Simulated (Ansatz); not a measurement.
The cell is PtOSe (Janus 1T monolayer); cell and atoms were relaxed with r2SCAN. The sheet's in-plane cell has a = 3.438 Å, b = 3.438 Å (γ = 120.0°), and its outermost atoms lie 2.25 Å apart along the normal. Pt is surrounded by 3 O at 2.20 Å and 3 Se at 2.38 Å; O is surrounded by 3 Pt at 2.20 Å; Se is surrounded by 3 Pt at 2.38 Å.

```
CELL_PARAMETERS angstrom
3.43791 0.00000 0.00000
-1.71896 2.97732 0.00000
0.00000 0.00000 29.29638
ATOMIC_POSITIONS crystal
Pt 0.00000 0.00000 0.31146
O 0.33333 0.66667 0.34347
Se 0.66667 0.33333 0.26669
```
The sheet repeats along a and b alone.

4 runs of the PAW code Ansatz on this cell differ in the functional (and in the settings that go with it). Levels are in eV from each run's valence top; v1 is the last filled band, c1 the first empty one.

Run A, mean stress -2.6 N/m (compression positive):

| point | v5 | v3 | v1 | c1 | c2 | c3 |
| --- | --- | --- | --- | --- | --- | --- |
| Γ | -2.96 | -0.87 | -0.46 | 3.14 | 3.14 | 3.87 |
| M | -2.75 | -1.94 | -1.06 | 2.05 | 2.70 | 5.06 |
| K | -3.37 | -1.69 | -0.38 | 0.75 | 2.72 | 6.38 |
| (-0.135, 0.266, 0) | -3.62 | -1.17 | 0.00 | 1.58 | 2.23 | 5.18 |

Run B, mean stress 0.0 N/m (compression positive):

| point | v5 | v3 | v1 | c1 | c2 | c3 |
| --- | --- | --- | --- | --- | --- | --- |
| Γ | -3.08 | -0.81 | -0.44 | 3.43 | 3.43 | 4.57 |
| M | -2.80 | -2.01 | -1.02 | 2.34 | 2.99 | 5.70 |
| K | -3.42 | -1.69 | -0.43 | 1.01 | 3.07 | 7.07 |
| (-0.135, 0.266, 0) | -3.66 | -1.16 | 0.00 | 1.91 | 2.54 | 5.77 |

Run C, mean stress -1.7 N/m (compression positive):

| point | v5 | v3 | v1 | c1 | c2 | c3 |
| --- | --- | --- | --- | --- | --- | --- |
| Γ | -3.37 | -0.55 | -0.54 | 4.45 | 4.45 | 5.05 |
| M | -2.97 | -2.10 | -1.08 | 3.31 | 4.01 | 6.55 |
| K | -3.60 | -1.70 | -0.58 | 1.86 | 4.13 | 8.01 |
| (-0.135, 0.266, 0) | -3.86 | -1.02 | 0.00 | 2.79 | 3.51 | 6.15 |

Run D, mean stress -1.7 N/m (compression positive):

| point | v5 | v3 | v1 | c1 | c2 | c3 |
| --- | --- | --- | --- | --- | --- | --- |
| Γ | -3.41 | -0.56 | -0.54 | 5.21 | 5.21 | 5.69 |
| M | -3.00 | -2.13 | -1.09 | 4.06 | 4.77 | 7.30 |
| K | -3.63 | -1.70 | -0.60 | 2.58 | 4.88 | 8.76 |
| (-0.135, 0.266, 0) | -3.89 | -1.01 | 0.00 | 3.51 | 4.25 | 6.75 |

Problem. Match the runs to LDA, r2SCAN, HSE06, PBE0.

Solution. A is LDA, B is r2SCAN, C is HSE06, D is PBE0. In order of the gap: LDA 0.75, r2SCAN 1.01, HSE06 1.86, PBE0 2.58 eV. The stress vanishes for r2SCAN, which relaxed the cell.

No spin polarisation and no zero-point or thermal motion; the cell was built from a prototype and may be hypothetical.

No spin-orbit coupling is included; it can move band edges with weight on the heavy atoms by tenths of an eV.

The program warns that its thresholds are loose for a hybrid's stress.

Where an edge lies off the special points, it is a point of the mesh or the k point where a search put PBE's edge or least direct gap, reused for the other functionals, whose own edges may lie a little apart.

Coordinates of k points refer to the reciprocal vectors of the primitive cell of the runs.

The meshes of the hybrids are coarse, so their gaps aren't converged to the digits shown.
